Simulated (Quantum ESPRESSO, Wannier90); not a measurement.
# Wannierisation of SiC (zinc blende)

```
SiC
1.0
    0.00000     2.17699     2.17699
    2.17699     0.00000     2.17699
    2.17699     2.17699     0.00000
Si C
1 1
Cartesian
 -1.08850  -1.08850  -1.08850
  0.00000   0.00000   0.00000
```

Structure: Materials Project mp-8062, symmetrised, not relaxed again. COD (Crystallography Open Database) has the formula in 5 space groups, this one among them (matched by group alone). Level: PBEsol, no spin polarisation, no spin-orbit coupling; pw.x of Quantum ESPRESSO at 66 Ry with PseudoDojo potentials, 12×12×12 k-points, Wannier90. Density: 12×12×12 mesh, cold smearing 0.01 Ry.

Valence charges of the files: Si 4, C 4. 15 bands were computed.

Isolated groups of bands, relative to the valence-band maximum (bands from 5 on overlap up to the last one computed):

```csv
bands,from (eV),to (eV),filling,weight on atomic waves
1,-15.46,-10.14,filled,"C 2s 44 %, Si 3p 30 %, Si 3s 18 %"
2–4,-8.63,0.00,filled,"C 2p 62 %, Si 3p 25 %, Si 3s 8 %"
```

Wanted is a model with the orbitals Si s p, C s p, without the filled groups that are mainly made of other shells (semicore states, and anion s where it isn't named); all higher bands stay in for disentanglement.

**Question.** Give num_wann, exclude_bands and num_bands, and the number of electrons that the model holds.

**Answer.** Electrons: 1×4 + 1×4 = 8, which fill 4 bands.
num_wann = 1×4 + 1×4 = 8.
Nothing is excluded, so num_bands = 15 − 0 = 15.
The model holds 8 − 2×0 = 8 electrons. With the window frozen to 2.73 eV it follows pw.x to 3.7 meV rms (states up to 2.2 eV relative to the valence-band maximum).
